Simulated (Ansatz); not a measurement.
ScSi:
```cif
data_Sc4Si4
_chemical_formula_sum 'Sc4 Si4'
_space_group_name_H-M_alt 'Cmcm'
_space_group_IT_number 63
_space_group_name_Hall '-C 2c 2'
_cell_length_a 3.99407
_cell_length_b 9.89304
_cell_length_c 3.66074
_cell_angle_alpha 90.000
_cell_angle_beta 90.000
_cell_angle_gamma 90.000
loop_
_atom_site_label
_atom_site_type_symbol
_atom_site_symmetry_multiplicity
_atom_site_Wyckoff_symbol
_atom_site_fract_x
_atom_site_fract_y
_atom_site_fract_z
_atom_site_occupancy
Sc1 Sc 4 c 0.00000 0.13911 0.75000 1
Si1 Si 4 c 0.00000 0.58081 0.25000 1
```
(The calculation used a cell of 4 atoms; values per cell refer to that cell.)

Relaxed with r²SCAN.

### Question
Which orbitals make up the states near the Fermi level in DFT-r²SCAN in the program Ansatz with PAW potentials?

### Answer
Within 0.5 eV of the Fermi level: Sc 3d 76 %, Si 3p 16 %, outside the projected shells 6 %. Projections are on Löwdin-orthogonalised atomic valence shells; empty p or d shells of many metals are not among them.

### Question
Tabulate the density of states.

### Answer
States/eV per cell of 4 atoms, in 0.25 eV bins, energy from the Fermi level.

```tsv
E (eV)	total	Sc 3d	Si 3p	Si 3s
-7.85	0.41	0.06	0.10	0.23
-7.60	0.50	0.07	0.12	0.27
-7.35	0.66	0.08	0.17	0.33
-7.10	0.94	0.11	0.23	0.47
-6.85	1.06	0.14	0.25	0.53
-6.60	1.07	0.17	0.25	0.53
-6.35	1.18	0.22	0.30	0.55
-6.10	0.87	0.14	0.26	0.37
-5.85	0.29	0.05	0.09	0.13
-5.60	0.05	0.01	0.02	0.01
-5.35	0.32	0.03	0.21	0.02
-5.10	0.63	0.07	0.41	0.04
-4.85	1.13	0.12	0.74	0.09
-4.60	1.42	0.16	0.97	0.07
-4.35	1.40	0.19	0.96	0.07
-4.10	1.41	0.22	0.95	0.08
-3.85	1.73	0.29	1.18	0.10
-3.60	2.09	0.36	1.44	0.11
-3.35	1.57	0.31	1.04	0.08
-3.10	1.91	0.40	1.26	0.10
-2.85	2.58	0.57	1.71	0.11
-2.60	3.45	0.81	2.29	0.12
-2.35	3.93	1.10	2.57	0.08
-2.10	2.83	1.00	1.66	0.06
-1.85	1.78	0.77	0.93	0.03
-1.60	1.00	0.50	0.47	0.01
-1.35	0.98	0.54	0.38	0.01
-1.10	1.42	0.89	0.41	0.02
-0.85	2.47	1.65	0.57	0.03
-0.60	2.30	1.58	0.52	0.02
-0.35	1.91	1.37	0.38	0.02
-0.10	1.90	1.42	0.32	0.01
0.15	2.02	1.57	0.28	0.01
0.40	1.94	1.55	0.23	0.01
0.65	1.88	1.52	0.17	0.02
0.90	2.05	1.66	0.18	0.03
1.15	1.52	1.25	0.15	0.02
1.40	2.79	2.22	0.29	0.05
1.65	2.83	2.28	0.30	0.04
1.90	3.37	2.74	0.30	0.06
2.15	3.49	2.88	0.28	0.06
2.40	4.67	3.86	0.32	0.10
2.65	4.51	3.70	0.28	0.14
2.90	5.04	4.28	0.30	0.12
3.15	4.80	3.82	0.40	0.28
3.40	5.14	3.98	0.43	0.41
```

The workflow started from a Materials Project entry (that database holds measured and hypothetical structures alike); the Crystallography Open Database copy checked does not list it. Its standing as an ambient phase is unchecked. Symmetry was held in the r²SCAN relaxation; whether a distortion lowers the energy is not shown. No spin polarisation was allowed.

Potentials: the later of the program's two PAW sets.
